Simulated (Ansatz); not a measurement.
**Hf, first-principles data**

Hf:
```cif
data_Hf8
_chemical_formula_sum 'Hf8'
_space_group_name_H-M_alt 'Fd-3m :1'
_space_group_IT_number 227
_space_group_name_Hall 'F 4d 2 3 -1d'
_cell_length_a 6.45761
_cell_length_b 6.45761
_cell_length_c 6.45761
_cell_angle_alpha 90.000
_cell_angle_beta 90.000
_cell_angle_gamma 90.000
loop_
_atom_site_label
_atom_site_type_symbol
_atom_site_symmetry_multiplicity
_atom_site_Wyckoff_symbol
_atom_site_fract_x
_atom_site_fract_y
_atom_site_fract_z
_atom_site_occupancy
Hf1 Hf 8 b 0.50000 0.50000 0.50000 1
```
(The calculation used a cell of 2 atoms; values per cell refer to that cell.)

Space group Fd-3m (No. 227), diamond; conventional cell a = 6.4576 Å, b = 6.4576 Å, c = 6.4576 Å, α = 90.00°, β = 90.00°, γ = 90.00°.

Method: r²SCAN in the plane-wave PAW code Ansatz. Geometry: relaxed at this level of theory. Other levels are named where they apply.

### Cell and energy

- Volume per atom = 33.66 Å³
- Density = 8.81 g/cm³

### Electronic structure

Electronic character: metallic (no gap)
Density of states at the Fermi level: 2.7 states/eV per atom (mean over ±0.08 eV)
Gap with spin–orbit coupling: none (metallic)

### Mechanics

* **Bulk modulus (Birch–Murnaghan fit)**: 24.9 GPa
* **Pressure derivative B′**: 1.4

The start of the workflow was typed in or built on a structure type; neither database checked (COD, Materials Project) lists it. It is not the phase usual at ambient conditions (space group No. 194). Symmetry was held in the r²SCAN relaxation; whether a distortion lowers the energy is not shown. No spin polarisation was allowed. Scalar-relativistic: spin–orbit coupling is off unless named, which matters more the heavier the elements.

Potentials: the earlier of the program's two PAW sets.
